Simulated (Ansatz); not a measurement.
SiGe, first-principles data

SiGe:
```
CELL_PARAMETERS angstrom
      3.90389     0.00000     0.00000
     -1.95194     3.38087     0.00000
      0.00000     0.00000     6.45333
ATOMIC_POSITIONS crystal
  Si 0.66667 0.33333 0.87448
  Si 0.33333 0.66667 0.37448
  Ge 0.66667 0.33333 0.50052
  Ge 0.33333 0.66667 0.00052
```

Space group P6_3mc (No. 186), wurtzite; conventional cell a = b = 3.9039 Å, c = 6.4533 Å, α = β = 90.00°, γ = 120.00°.

Method: the program Ansatz at the r²SCAN level (PAW). Structure relaxed to zero pressure with the same functional. Other levels are named where they apply.

**Cell and energy**

```
Item                                                         Value
-----------------------------------------------------  -----------
Volume per atom                                           21.29 Å³
Density                                                 3.93 g/cm³
Formation energy from the elements (no fitted shifts)  27 meV/atom
```

**Electronic structure**

```
Property                                                                                         Value
--------------------------------------------------------------  --------------------------------------
Band gap                                                                            0.66 eV (indirect)
Valence-band maximum                                                                              at Γ
Conduction-band minimum                                                    at M (3 equivalent valleys)
Smallest direct gap on the standard path                                                       0.79 eV
Electron effective mass                                           0.11, 1.2, 1.2 mₑ (principal values)
Electron effective mass with spin–orbit coupling                  0.11, 1.2, 1.2 mₑ (principal values)
Weight of the conduction-edge state by species (Voronoi cells)                        Si 54 %, Ge 46 %
Hole effective mass, band 1 of 2 at the edge                           0.50 along x, 0.50 along z (mₑ)
Hole effective mass, band 2 of 2 at the edge                          0.081 along x, 0.50 along z (mₑ)
Hole effective mass with spin–orbit coupling                    0.14, 0.14, 0.49 mₑ (principal values)
Weight of the valence-edge state by species (Voronoi cells)                           Ge 52 %, Si 48 %
HSE06 gap on the r²SCAN cell                                                                   0.98 eV
Gap with spin–orbit coupling                                                                   0.60 eV
Z2 indices of the occupied bands with spin–orbit coupling                                      0;(000)
```

**Mechanics**

```
Quantity                                                                                                       Result
-----------------------------------------------------------  --------------------------------------------------------
Bulk modulus (Birch–Murnaghan fit)                                                                           84.3 GPa
Pressure derivative B′                                                                                            4.5
Elastic constants (relaxed ions, GPa)                        C11 = 180, C12 = 44.7, C13 = 26.4, C33 = 206, C44 = 50.9
Mechanical stability                                                           stable (all eigenvalues of C positive)
Hill bulk and shear moduli                                                                          84.6 and 63.7 GPa
Young's modulus                                                                                               153 GPa
Poisson's ratio                                                                                                  0.20
Debye temperature from the elastic constants                                                                    478 K
Piezoelectric stress constants (proper, relaxed ions, C/m²)                                                e33 = 0.02
```

**Phonons**

```
Quantity                                                            Result
--------------------------------------------------  ----------------------
Highest zone-centre frequency (without LO–TO term)                413 cm⁻¹
Zone-centre stability                               no imaginary mode at Γ
```

**Charges**

```
Quantity                     Result
-------------  --------------------
Bader charges  Si +0.36, Ge -0.36 e
```

The first step of the workflow began from a Materials Project structure, measured or hypothetical; the Crystallography Open Database copy checked does not list it. Its standing as an ambient phase is unchecked. The cell was relaxed with r²SCAN under the symmetry of its start. The references are the lowest solids computed at this level, not always the standard phases. Scalar-relativistic: spin–orbit coupling is off unless named, which matters more the heavier the elements.

Potentials: the earlier of the program's two PAW sets.
